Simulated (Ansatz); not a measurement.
MoS2:
```
CELL_PARAMETERS angstrom
      1.58805     0.91686     6.22387
     -1.58805     0.91686     6.22387
      0.00000    -1.83372     6.22387
ATOMIC_POSITIONS crystal
  Mo 0.00000 0.00000 0.00000
  S  0.74977 0.74977 0.74977
  S  0.58352 0.58352 0.58352
```

Relaxed with r²SCAN+D4.

Give the Bader charges and basin volumes of the independent atoms, plane-wave PAW r²SCAN+D4 (Ansatz code).



```csv
atom,Bader charge (e),Bader volume (Å³)
Mo1,+1.31,12.4
S2,-0.66,21.0
S3,-0.66,21.0
```

Space group R3m. The cell was relaxed with r²SCAN+D4 under the symmetry of its start. No spin polarisation was allowed.

Potentials: the later of the program's two PAW sets.
